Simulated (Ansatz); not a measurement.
An Ansatz (a program for electronic structure) run. Input:

Ansatz 0.2 input:
```yaml
crystal:
  lattice:
    - [0.0, 2.7870598096, 2.7870598096]
    - [2.7870598096, 0.0, 2.7870598096]
    - [2.7870598096, 2.7870598096, 0.0]
  atoms:
    - { symbol: Ba, position: [0.0, 0.0, 0.0] }
    - { symbol: O, position: [0.5, 0.5, 0.5] }
kpoints:
  mp_grid: { grid: [7, 7, 7] }
  band_path:
    path:
      - [[0.0, 0.0, 0.0], [0.5, 0.0, 0.5], [0.625, 0.25, 0.625]]  # Γ-X-U
      - [[0.375, 0.375, 0.75], [0.0, 0.0, 0.0], [0.5, 0.5, 0.5], [0.5, 0.25, 0.75], [0.5, 0.0, 0.5]]  # K-Γ-L-W-X
      - [VBM, CBM]
    npoints: 12
basis: { xc_grid: 2 }
hamiltonian:
  xc: pbe
  pseudopotentials: { azcp: { folder: ./paw }, kind: paw_fr }
magnetization: { noncollinear: true, spin_orbit: true }
scf:
  n_extra_bands: 12
  convergence: { dr2_threshold: 0.0000000001 }
  occupations: { method: gaussian, width: 0.01 }
checkpoint: { write: soc.run }
output: { eigenvalues: true }
```

Output (shortened):

```
Pseudopotentials: kind: paw_fr
Pseudopotential: Ba, paw, valence charge 10
Pseudopotential: O, paw, valence charge 6
Functional definition: PBE
non-collinear run that drives no moment, with spin-orbit …
Crystal: 2 atoms, lattice volume = 43.298 Å³
Basis set: ecut = 420 eV, 869 PW (Γ), exchange–correlation on 54×54×54 points (8 copies of the dense FFT grid, shifted against one another)
Bands: 28, of which v1, the nominal top of the filled ones, is band 16 counted from 1 (15 counted from 0)
Symmetry: 48 space group operations + 48 with time reversal
k-points: 20 of 343
Projection manifold: j_resolved (fully-relativistic pseudo-atomic orbitals)
Initial density: superposition of atomic densities (chi_scale 0.1, normalization cell, long waves kept (reshape's long-wave potential 0.00 eV rms))
Initial wavefunctions: pseudopotential atomic-orbital guess
Eigensolver: davidson
Functional: x = pbe(κ = 0.804, μ = 0.2195149727645171), c = pbe(β = 0.06672455060314922)
SCF iter   1: F=—  HF=-6525.027209 eV  |F-HF|=—  |Δ(HF+E_count)|=         —  Δρ=9.74e-2  dr2=3.64e0  dr2_m=0.00e0 (ungated)  ethr=3.10e-3  |M|=0.00e0 ∫|m|=0.00e0 μB  |m|>n=0.0e0 m-floor=0.0e0 τ_xc=0.0e0  β_m=0.30  ⟨swp⟩=10.1  Hψ=1874  notcnv=0  defer=14
all-band conjugate gradients solve this SCF's bands
preconditioner: auto → none
SCF iter   2: F=—  HF=-6524.536297 eV  |F-HF|=—  |Δ(HF+E_count)|=   4.91e-1  Δρ=3.72e-2  dr2=7.95e-1  dr2_m=0.00e0 (ungated)  ethr=3.10e-3  |M|=0.00e0 ∫|m|=0.00e0 μB  |m|>n=0.0e0 m-floor=0.0e0 τ_xc=0.0e0  β_m=0.26  ⟨swp⟩=3.1  Hψ=639  notcnv=0  defer=118
SCF iter   3: F=—  HF=-6524.421749 eV  |F-HF|=—  |Δ(HF+E_count)|=   1.15e-1  Δρ=1.52e-2  dr2=1.26e-1  dr2_m=0.00e0 (ungated)  ethr=3.10e-3  |M|=0.00e0 ∫|m|=0.00e0 μB  |m|>n=0.0e0 m-floor=0.0e0 τ_xc=0.0e0  β_m=0.62  ⟨swp⟩=2.0  Hψ=334  notcnv=0  defer=118
SCF iter   4: F=—  HF=-6524.478339 eV  |F-HF|=—  |Δ(HF+E_count)|=   5.66e-2  Δρ=6.05e-3  dr2=2.08e-2  dr2_m=0.00e0 (ungated)  ethr=7.87e-4  |M|=0.00e0 ∫|m|=0.00e0 μB  |m|>n=0.0e0 m-floor=0.0e0 τ_xc=0.0e0  β_m=0.59  ⟨swp⟩=3.0  Hψ=448  notcnv=0  defer=118
SCF iter   5: F=—  HF=-6524.474380 eV  |F-HF|=—  |Δ(HF+E_count)|=   3.96e-3  Δρ=9.59e-4  dr2=5.25e-4  dr2_m=0.00e0 (ungated)  ethr=1.30e-4  |M|=0.00e0 ∫|m|=0.00e0 μB  |m|>n=0.0e0 m-floor=0.0e0 τ_xc=0.0e0  β_m=0.79  ⟨swp⟩=2.0  Hψ=330  notcnv=0  defer=118
SCF iter   6: F=—  HF=-6524.474340 eV  |F-HF|=—  |Δ(HF+E_count)|=   3.97e-5  Δρ=2.68e-4  dr2=5.45e-5  dr2_m=0.00e0 (ungated)  ethr=3.28e-6  |M|=0.00e0 ∫|m|=0.00e0 μB  |m|>n=0.0e0 m-floor=0.0e0 τ_xc=0.0e0  β_m=0.84  ⟨swp⟩=2.2  Hψ=359  notcnv=0  defer=118
SCF iter   7: F=—  HF=-6524.474329 eV  |F-HF|=—  |Δ(HF+E_count)|=   1.06e-5  Δρ=8.04e-5  dr2=4.84e-6  dr2_m=0.00e0 (ungated)  ethr=3.41e-7  |M|=0.00e0 ∫|m|=0.00e0 μB  |m|>n=0.0e0 m-floor=0.0e0 τ_xc=0.0e0  β_m=0.92  ⟨swp⟩=2.0  Hψ=257  notcnv=0  defer=118
SCF iter   8: F=—  HF=-6524.474329 eV  |F-HF|=—  |Δ(HF+E_count)|=   3.32e-7  Δρ=4.57e-6  dr2=1.82e-8  dr2_m=0.00e0 (ungated)  ethr=3.03e-8  |M|=0.00e0 ∫|m|=0.00e0 μB  |m|>n=0.0e0 m-floor=0.0e0 τ_xc=0.0e0  β_m=0.95  ⟨swp⟩=2.0  Hψ=276  notcnv=0  defer=118
SCF iter  10: F=-6524.474329 eV  HF=-6524.474329 eV  |F-HF|=9.09e-13  |Δ(HF+E_count)|=  3.64e-12  Δρ=2.45e-8  dr2=1.52e-13  dr2_m=0.00e0 (ungated)  ethr=1.00e-12  |M|=0.00e0 ∫|m|=0.00e0 μB  |m|>n=0.0e0 m-floor=0.0e0 τ_xc=0.0e0  ⟨swp⟩=1.0  Hψ=581  notcnv=0
SCF 1 converged in 10 iterations: F = -6524.474329 eV  dr2 = 1.52e-13
NSCF: frozen V_eff on 16 k-points
NSCF: frozen V_eff on 16 k-points
NSCF: frozen V_eff on 16 k-points
NSCF: frozen V_eff on 4 k-points
NSCF: frozen V_eff on 6 k-points
NSCF: frozen V_eff on 3 k-points
NSCF: frozen V_eff on 3 k-points
NSCF: frozen V_eff on 3 k-points
NSCF: frozen V_eff on 3 k-points
NSCF: frozen V_eff on 87 k-points
SCF converged after 10 iterations
Magnetization: |M| = 0.0000 μB,  M = (+0.0000, +0.0000, +0.0000) μB
Absolute magnetization: 0.0000 μB (∫|m|)
  site 0: m = (+0.0000, +0.0000, +0.0000) μB, |m| = 0.0000 μB  (R = 1.15 Å)
  site 1: m = (+0.0000, +0.0000, +0.0000) μB, |m| = 0.0000 μB  (R = 1.15 Å)
Free energy (F): -6524.474329 eV
Harris-Foulkes:  -6524.474329 eV  (|F-HF|=9.09e-13)
Internal energy: -6524.474329 eV  (E = F + TS)
E sigma→0 (E₀):  -6524.474329 eV
Fermi energy:    9.415363 eV
--- Per-component energies (eV) ---
  E_band       = -18.683958
  E_kinetic    = 328.973475
  E_local      = -595.199305  (includes V_loc(G=0)·N_el)
  E_nonlocal   = 145.025337
  E_hartree    = 204.219492
  E_xc         = -271.443841
  E_vxc        = -221.539791  (∫ρ·V_xc dr)
  E_paw        = -5361.745251  (= ΣΔE_a)
  E_vpaw       = -84.383398  (= ΣTr[D̂ρ^β])
  E_aug_tail   = 0.000734  (compensation charges beyond the density's cutoff)
  E_ewald      = -974.304970
  E_smearing   =  0.000000  (= −TS)
  E_closure    =  0.000000  (closes the sum)
  Σ components = -6524.474329   (vs F -6524.474329, Δ=0.00e0)
  [band-id]    e_kinetic+e_local+e_nonlocal+2·e_hartree+e_vxc+e_vpaw+e_augmentation_tail = -18.683965   (vs E_band -18.683958, Δ=-6.67e-6)
--- Band table (eV; the first three rows and the last of 20) ---
  k-point 0: bands = ["-17.4519", "-17.4519", "-6.6238", "-6.6238", "-3.5041", "-3.5041", "-1.3813", "-1.3813", "-1.3813", "-1.3813", "7.8699", "7.8699", "7.9728", "7.9728", "7.9728", "7.9728", "11.8547", "11.8547", "13.0642", "13.0642", "13.0642", "13.0642", "13.1568", "13.1568", "15.3210", "15.3210", "15.3210", "15.3210"]
  k-point 1: bands = ["-17.4086", "-17.4086", "-6.7568", "-6.7568", "-3.5100", "-3.5100", "-1.4391", "-1.4391", "-1.4046", "-1.4046", "7.5488", "7.5488", "7.7010", "7.7010", "7.7474", "7.7474", "12.6105", "12.6105", "12.8960", "12.8960", "13.3964", "13.3964", "13.4633", "13.4633", "15.7643", "15.7643", "15.7837", "15.7837"]
  k-point 2: bands = ["-17.3085", "-17.3085", "-7.0541", "-7.0541", "-3.5250", "-3.5250", "-1.5606", "-1.5606", "-1.4555", "-1.4555", "6.9099", "6.9099", "7.2770", "7.2770", "7.3039", "7.3039", "12.7928", "12.7928", "14.2750", "14.2750", "14.3436", "14.3436", "14.4671", "14.4671", "16.7591", "16.7591", "16.8107", "16.8107"]
  k-point 19: bands = ["-17.1497", "-17.1497", "-7.0063", "-7.0063", "-4.0618", "-4.0618", "-2.4072", "-2.4072", "-1.7650", "-1.7650", "7.0775", "7.0775", "7.8648", "7.8648", "8.1708", "8.1708", "12.4853", "12.4853", "13.5114", "13.5114", "15.3048", "15.3048", "17.0343", "17.0343", "17.5477", "17.5477", "17.7251", "17.7251"]
  band table: 28 of 28 bands, residual norms ≤ 1.0e-3 eV
```

Cost: around 22 core-seconds (rough) on shared cores.

Space group Fm-3m (rock salt). Symmetry was held in the PBE relaxation.

Potentials: the earlier of the program's two PAW sets.

Ansatz is a plane-wave DFT program.
